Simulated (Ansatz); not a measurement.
HfO2 (fluorite)

```
HfO2
1.0
    0.00000     5.04380     5.04380
    2.52190     0.00000     2.52190
    2.52190     2.52190     0.00000
Hf O
2 4
Direct
  0.00000   0.00000   0.00000
  0.50000   0.00000   0.00000
  0.12500   0.25000   0.25000
  0.62500   0.25000   0.25000
  0.37500   0.75000   0.75000
  0.87500   0.75000   0.75000
```

In this cell atom 4 (O, nearest neighbour Hf at 2.184 Å; its periodic images, 3.6 Å or more away, move with it) is moved by u·(0.707, 0.707, 0.000) + v·(0.000, 0.000, 1.000); the rest is frozen.

Level of theory: PBEsol (plane waves to 420 eV, PAW, scalar-relativistic; Ansatz, a program for electronic structure). k mesh 9×9×9 (Γ-centred), Fermi-Dirac smearing 0.05 eV. Compression counts positive. Points where atoms come too close for the PAW data are left out (x in tables, blank in figures). HfO2 is run without spin polarisation. HfO2 was relaxed with its symmetry unable to fall. Spin-orbit coupling is left out, though Hf is heavy. This is a high-temperature form of HfO2. 

Question: What P (GPa) does the calculation give at all points of the grid u = -0.330, -0.165, 0.000, 0.165, 0.330 by v = -0.330, -0.165, 0.000, 0.165, 0.330?

Answer: P (GPa), with u across and v down:

| v \ u | -0.330 | -0.165 | 0.000 | 0.165 | 0.330 |
|---|---|---|---|---|---|
| -0.330 | x | 7.3 | 4.7 | 7.3 | x |
| -0.165 | 8.8 | 3.0 | 1.2 | 3.0 | 8.8 |
| 0.000 | 5.0 | 1.2 | 0.0 | 1.2 | 5.0 |
| 0.165 | 4.1 | 1.9 | 1.2 | 1.9 | 4.1 |
| 0.330 | 5.9 | 5.0 | 4.8 | 5.0 | 5.9 |

(A displaced cell: forces are minus the slopes of the energy, force constants its curvatures, and phonons follow from these.)
